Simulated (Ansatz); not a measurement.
Data:

YSi2Ru2:
```cif
data_Ru2Si2Y
_chemical_formula_sum 'Y1 Si2 Ru2'
_space_group_name_H-M_alt 'P 1'
_space_group_IT_number 1
_cell_length_a 5.60497
_cell_length_b 5.60497
_cell_length_c 5.60497
_cell_angle_alpha 136.373
_cell_angle_beta 136.373
_cell_angle_gamma 63.404
loop_
_space_group_symop_operation_xyz
  'x, y, z'
loop_
_atom_site_label
_atom_site_type_symbol
_atom_site_fract_x
_atom_site_fract_y
_atom_site_fract_z
_atom_site_occupancy
Y1 Y 0.00000 0.00000 0.00000 1
Si1 Si 0.36691 0.36691 0.00000 1
Si2 Si 0.63309 0.63309 0.00000 1
Ru1 Ru 0.25000 0.75000 0.50000 1
Ru2 Ru 0.75000 0.25000 0.50000 1
```

This is the r²SCAN-relaxed structure.

All from DFT-r²SCAN in the program Ansatz with PAW potentials, unless another level is named. Estimate the electronic character.

metallic (no gap).

And the density of states at the Fermi level?

0.42 states/eV per atom (mean over ±0.08 eV).

Predict the formation energy from the elements (no fitted shifts).

-0.98 eV/atom.

Space group I4/mmm. The first step of the workflow began from a Materials Project structure, measured or hypothetical; the Crystallography Open Database files this formula in space group No. 139, but the cells were not matched. Its standing as an ambient phase is unchecked. The r²SCAN relaxation kept the symmetry of its start; whether a distortion lowers the energy is not shown. The run is not spin-polarised. The references are the lowest solids computed at this level, not always the standard phases. Spin–orbit coupling is left out wherever it is not named.

Potentials: the later of the program's two PAW sets.
